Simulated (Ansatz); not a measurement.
## How the vibrations of FeNi change with volume

Computed with DFT LDA, scalar-relativistic, plane waves, PAW in Ansatz 0.2.0. Settings: 420 eV plane-wave cutoff, Γ-centred 18×18×12 mesh, Gaussian smearing of 0.20 eV. Collinear spin, site moments 2.3, 0.7 μB. Phonons by linear response, acoustic sum rule imposed.

Equilibrium structure at this level:
```
Fe Ni
1.0
     2.42702    0.00000    0.00000
     0.00000    2.42702    0.00000
     0.00000    0.00000    3.50540
Fe Ni
1 1
Direct
  0.00000 0.00000 0.00000
  0.50000 0.50000 0.50000
```

In a metal, frequencies depend on the k mesh and the smearing, soft modes most.

Cells at 0.98 and 1.02 times the equilibrium volume were relaxed in shape and atoms; γ = −d ln ν / d ln V, modes matched by rank.

(1) Give the optical frequencies at Γ (cm⁻¹) at the three volumes and the mode Grüneisen parameters.

(2) What pressures hold the two strained cells, and what bulk modulus follows?

Results:

(1)
```tsv
0.98 V	V	1.02 V	γ	degeneracy
223	216	209	1.59	2
315	303	292	1.87	1
```

(2) 4.88 GPa at 0.98 V and -4.39 GPa at 1.02 V, so B = −dP/d ln V ≈ 232 GPa.